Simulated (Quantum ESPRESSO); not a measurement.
```
CELL_PARAMETERS angstrom
      3.07662     0.00000     0.00000
     -1.53831     2.66443     0.00000
      0.00000     0.00000    15.09808
ATOMIC_POSITIONS crystal
  Si 0.33333 0.66667 0.83299
  Si 0.66667 0.33333 0.33299
  Si 0.66667 0.33333 0.66650
  Si 0.33333 0.66667 0.16650
  Si 0.00000 0.00000 0.49973
  Si 0.00000 0.00000 0.99973
  C  0.00000 0.00000 0.87172
  C  0.00000 0.00000 0.37172
  C  0.33333 0.66667 0.70800
  C  0.66667 0.33333 0.20800
  C  0.66667 0.33333 0.54152
  C  0.33333 0.66667 0.04152
```
The cell was made here from a computed Materials Project entry: C7 and its equivalents moved by 0.04 Å along (0.00, 0.00, -1.00), space group kept. The parent is SiC in P6₃mc, a polytype of 6 double layers. Stability against distortions was not tested.

A lattice sum over point charges, one formal value an element (Si +4, C -4), with no Sternheimer factor, costs far less than a self-consistent run. Taken along the main axis of each site's self-consistent tensor, it gives:

| site | V along that axis, point charges (a.u.) |
|---|---|
| Si1 (atoms 1, 2) | 0.011 |
| Si2 (atoms 3, 4) | 0.002 |
| Si3 (atoms 5, 6) | 0.009 |
| C1 (atoms 7, 8) | -0.026 |

How do the values of a PBE PAW density (pw.x of a modified build of Quantum ESPRESSO, JTH datasets) with the all-electron reconstruction of Petrilli and co-workers compare?


```tsv
site	Vzz, PAW (a.u.)	PAW over point charges
Si1	0.062	5.6
Si2	0.041	–
Si3	0.055	6.3
C1	0.043	-1.7
```
Along that axis the sign differs on C1.  Cores are frozen. Against all-electron runs on small test molecules, this scheme's |Vzz| missed by −6 % on Si, +9 % on C.
